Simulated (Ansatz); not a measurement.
TlIO₃:
```xyz
5
Lattice="3.1449 1.8157 2.6441 -3.1449 1.8157 2.6441 0.0000 -3.6314 2.6441" Properties=species:S:1:pos:R:3 pbc="T T T"
Tl     0.0000     0.0000     0.0451
I      0.0000     0.0000     3.9839
O      1.3916     0.8034     4.8381
O     -1.3916     0.8034     4.8381
O      0.0000    -1.6068     4.8381
```

r²SCAN+D4 (plane waves, PAW; program Ansatz) gives a gap of 3.07 eV without spin–orbit coupling, maximum at T, minimum at T.

Question: What happens when spin–orbit coupling is switched on?

Answer: The gap shrinks by 0.26 eV, to 2.81 eV; maximum off the standard path, at k = (0.427, -0.474, -0.458) in fractions of the reciprocal vectors, minimum at H0.

Space group R3m. The workflow started from a Materials Project entry (that database holds measured and hypothetical structures alike); the Crystallography Open Database copy checked does not list it. Whether it is the stable phase at ambient conditions was not checked. The r²SCAN+D4 relaxation kept the symmetry of its start; its stability against distortions is not shown here.

Potentials: the later of the program's two PAW sets.
